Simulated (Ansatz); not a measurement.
**LiMn2Bi2, a known structure type with other elements, at an estimated volume**

```yaml
crystal:
  lattice:
    - [4.44979, 0.00000, 0.00000]
    - [-2.22490, 3.85363, 0.00000]
    - [0.00000, 0.00000, 7.32021]
  atoms:
    - { symbol: Li, position: [0.00000, 0.00000, 0.00000] }
    - { symbol: Mn, position: [0.33330, 0.66670, 0.62000] }
    - { symbol: Mn, position: [0.66670, 0.33330, 0.38000] }
    - { symbol: Bi, position: [0.33330, 0.66670, 0.26000] }
    - { symbol: Bi, position: [0.66670, 0.33330, 0.74000] }
```

Level: r2SCAN, no spin polarisation; 500 eV; 9×9×5 Γ-centred mesh; fermi-dirac occupations (width 0.0665 eV); Ansatz 0.2.0, fixed geometry.

- Stress: The pressure is -7.5 GPa (compression positive), so with the atoms held at these fractions the cell would first shrink. The principal stresses -9.1, -9.1, -4.5 GPa differ, so its shape would change too.
- Contacts: Mn–Bi at 2.64 Å: least valence density 0.40 e/Å³ and ELF 0.40 there. Li–Bi at 3.20 Å: least valence density 0.04 e/Å³ and ELF 0.02 there. Both are smooth PAW fields, read partly inside the augmentation spheres.
- Charges: Bader charges in e: Li +0.90, Mn +0.32, Bi -0.77. In the mean Li gives up most and Bi takes most.
- At the Fermi level: It is a metal, with about 12 states/eV a cell as the mean within 0.25 eV of the Fermi level, mostly Mn d (92 %).
- Forces: The largest is on Mn2 (and as large on other atoms): 0.74 eV/Å, components (0.00, 0.00, -0.74). It makes 0° with the line to a nearest neighbour, Bi4 at 2.64 Å, pointing towards it.

Origin: a known structure type with other elements, at an estimated volume, so it need not be a known compound. Caveats: no spin polarisation, so a magnetic state may lie lower.
